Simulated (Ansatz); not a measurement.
Relaxed-ion elastic tensor of CdTe (CsCl type, Pm-3m) in GPa (Voigt order), plane-wave PAW PBEsol (Ansatz code); density 7.85 g/cm³, 25.38 Å³ per atom.

```json
[
 {"": "1", "1": "53.1", "2": "56.3", "3": "56.3", "4": "0.0", "5": "0.0", "6": "0.0"},
 {"": "2", "1": "56.3", "2": "53.1", "3": "56.3", "4": "0.0", "5": "0.0", "6": "0.0"},
 {"": "3", "1": "56.3", "2": "56.3", "3": "53.1", "4": "0.0", "5": "0.0", "6": "0.0"},
 {"": "4", "1": "0.0", "2": "0.0", "3": "0.0", "4": "-1.0", "5": "0.0", "6": "0.0"},
 {"": "5", "1": "0.0", "2": "0.0", "3": "0.0", "4": "0.0", "5": "-1.0", "6": "0.0"},
 {"": "6", "1": "0.0", "2": "0.0", "3": "0.0", "4": "0.0", "5": "0.0", "6": "-1.0"}
]
```

Task: Is the crystal mechanically stable?

Result: No: the smallest eigenvalue of C is -3.1 GPa.

The start of the workflow was typed in or built on a structure type; neither database checked (COD, Materials Project) lists it. It is not the phase usual at ambient conditions (space group No. 216). The PBEsol relaxation kept the symmetry of its start. At this level the phase is mechanically unstable. As this level gives no gap, shear constants depend on the k-mesh and smearing (Fermi–Dirac, 0.1 eV here). Scalar-relativistic: spin–orbit coupling is off unless named, which matters more the heavier the elements.

Potentials: the later of the program's two PAW sets.
